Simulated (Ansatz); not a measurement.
InP (started from an entry of an open crystallographic database), relaxed with r2SCAN: 6 runs in Ansatz, each a construction of maximally localised Wannier functions. The symmetry is F-43m (No. 216, cubic); conventional cell a = 5.908 Å, 25.77 Å³ an atom. In is surrounded by 4 P at 2.56 Å; P is surrounded by 4 In at 2.56 Å. (Simulation; spin polarisation is off.)

```yaml
crystal:
  lattice:
    - [0.00000, 2.95381, 2.95381]
    - [2.95381, 0.00000, 2.95381]
    - [2.95381, 2.95381, 0.00000]
  atoms:
    - { symbol: In, position: [0.00000, 0.00000, 0.00000] }
    - { symbol: P, position: [0.25000, 0.25000, 0.25000] }
```

Windows count from the top of the filled bands; a dash means that no such window was set (without an outer window there is no disentanglement). Rows marked drawn have settings drawn at random (some not listed).

| functional | SCF mesh | trial orbitals | functions | mesh | window (eV) | frozen (eV) | settings | Ω total (Å²) | Ω invariant (Å²) | largest spread (Å²) | least projectability | interpolation miss of the model's filled bands (eV, to the nearest computed level) |
| --- | --- | --- | --- | --- | --- | --- | --- | --- | --- | --- | --- | --- |
| PBE | 6×6×6 | P s, P p | 4 | 6×6×6 | – | – | chosen | 8.63 | 7.98 | 2.16 | 0.75 | 0.234 |
| PBE | 6×6×6 | P s, P p | 4 | 4×4×4 | – | – | chosen | 7.51 | 6.85 | 1.88 | 0.77 | 0.437 |
| PBE | 6×6×6 | P p | 3 | 6×6×6 | – | – | chosen | 9.93 | 9.45 | 3.31 | 0.61 | 0.232 |
| r2SCAN | 6×6×6 | P s, P p | 4 | 6×6×6 | – | – | chosen | 8.43 | 7.78 | 2.11 | 0.77 | 0.188 |
| HSE06 | 6×6×6 | P s, P p | 4 | 6×6×6 | – | – | chosen | 8.18 | 7.55 | 2.04 | 0.78 | – |
| PBE | 6×6×6 | P s, P p | 4 | 2×2×2 | – | – | drawn | 4.99 | 4.43 | 1.25 | 0.80 | 1.011 |

For P s, P p with PBE the spread goes 7.51 Å² (4×4×4), 8.63 Å² (6×6×6): finite differences on a coarse mesh understate it.

No spin-orbit coupling is included; it can move band edges with weight on the heavy atoms by tenths of an eV.
